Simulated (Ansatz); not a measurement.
Consider the following.

Sb₂Au:
```
CELL_PARAMETERS angstrom
      6.67390     0.00000     0.00000
      0.00000     6.67390     0.00000
      0.00000     0.00000     6.67390
ATOMIC_POSITIONS crystal
  Sb 0.37505 0.12495 0.87505
  Sb 0.62495 0.87505 0.12495
  Sb 0.12495 0.87505 0.37505
  Sb 0.87505 0.12495 0.62495
  Sb 0.87505 0.37505 0.12495
  Sb 0.12495 0.62495 0.87505
  Sb 0.62495 0.62495 0.62495
  Sb 0.37505 0.37505 0.37505
  Au 0.00000 0.50000 0.50000
  Au 0.50000 0.50000 0.00000
  Au 0.50000 0.00000 0.50000
  Au 0.00000 0.00000 0.00000
```

This is the PBEsol-relaxed structure.

Q: All from PBEsol (plane waves, PAW; program Ansatz), unless another level is named. Give the electronic character.

A: metallic (no gap).

Q: Predict the formation energy from the elements (no fitted shifts).

A: -90 meV/atom.

Q: What about the density of states at the Fermi level?

A: 0.44 states/eV per atom (mean over ±0.08 eV).

Q: And the gap with spin–orbit coupling?

A: none (metallic).

Space group Pa-3. The workflow started from a Materials Project entry (that database holds measured and hypothetical structures alike); the Crystallography Open Database files this formula in space group No. 205, but the cells were not matched. Whether it is the stable phase at ambient conditions was not checked. The cell was relaxed with PBEsol under the symmetry of its start; whether a distortion lowers the energy is not shown. The references are the lowest solids computed at this level, not always the standard phases. Spin–orbit coupling is left out wherever it is not named.

Potentials: the later of the program's two PAW sets.
